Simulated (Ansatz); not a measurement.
The relaxed structure here is a generated cell of SnO2: the first start was made by placing the elements on the sites of a structure type, and the end was not matched to a known phase here, so it may be hypothetical. Known forms of SnO2 include space group No. 136.

The end point of a relaxation of SnO₂. Space group P-31m (No. 162), AFLOW prototype AB2_hP9_162_ad_k (as in V2N). The numbers are results of PBE (plane waves to 420 eV, PAW, scalar-relativistic; Ansatz, an electronic-structure program), not measurements.

```cif
data_O6Sn3
_chemical_formula_sum 'O6 Sn3'
_space_group_name_H-M_alt 'P 1'
_space_group_IT_number 1
_cell_length_a 5.33725
_cell_length_b 5.33725
_cell_length_c 4.50245
_cell_angle_alpha 90.000
_cell_angle_beta 90.000
_cell_angle_gamma 120.000
loop_
_space_group_symop_operation_xyz
  'x, y, z'
loop_
_atom_site_label
_atom_site_type_symbol
_atom_site_fract_x
_atom_site_fract_y
_atom_site_fract_z
_atom_site_occupancy
O1 O 0.33605 0.33605 0.25412 1
O2 O 0.66395 0.00000 0.25412 1
O3 O 0.00000 0.66395 0.25412 1
O4 O 0.00000 0.33605 0.74588 1
O5 O 0.66395 0.66395 0.74588 1
O6 O 0.33605 0.00000 0.74588 1
Sn1 Sn 0.00000 0.00000 0.00000 1
Sn2 Sn 0.66667 0.33333 0.50000 1
Sn3 Sn 0.33333 0.66667 0.50000 1
```

Q: Estimate the band gap that PBE returns for this input.

A: 0.44 eV, direct at Γ (no spin-orbit coupling).

No spin polarisation in the result.

The run could not lose the symmetry of its start, so the end can be a saddle point.
